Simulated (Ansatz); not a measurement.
AlRu (rock salt, space group No. 225) at seven volumes, plane-wave PAW PBE (Ansatz code), scaled uniformly. One row is withheld.

```csv
V (Å³/atom),P (GPa)
14.063,16.58
14.527,10.15
14.990,4.67
15.454,0.00
15.917,?
16.381,-7.39
16.845,-10.29
```

Task: Fit the shown pressures and predict the withheld one.

Result: Third-order Birch–Murnaghan: P = (3/2)B₀(x^(7/2) − x^(5/2))[1 + (3/4)(B′ − 4)(x − 1)] with x = (V₀/V)^(2/3). Least squares on the six rows gives V₀ = 15.454 Å³/atom, B₀ = 143.6 GPa, B′ = 4.28. At V = 15.917, x = 0.9805 and P = -3.98 GPa. The run itself gave -3.99 GPa.

Space group Fm-3m (rock salt). The start of the workflow was typed in or built on a structure type; neither database checked (COD, Materials Project) lists it. COD files the formula under space group No. 221. Its standing as an ambient phase is unchecked. The PBE relaxation kept the symmetry of its start; its stability against distortions is not shown here. The run is not spin-polarised. Its formation energy is positive at this level, so the cell may be metastable or incomplete.

Potentials: the earlier of the program's two PAW sets.
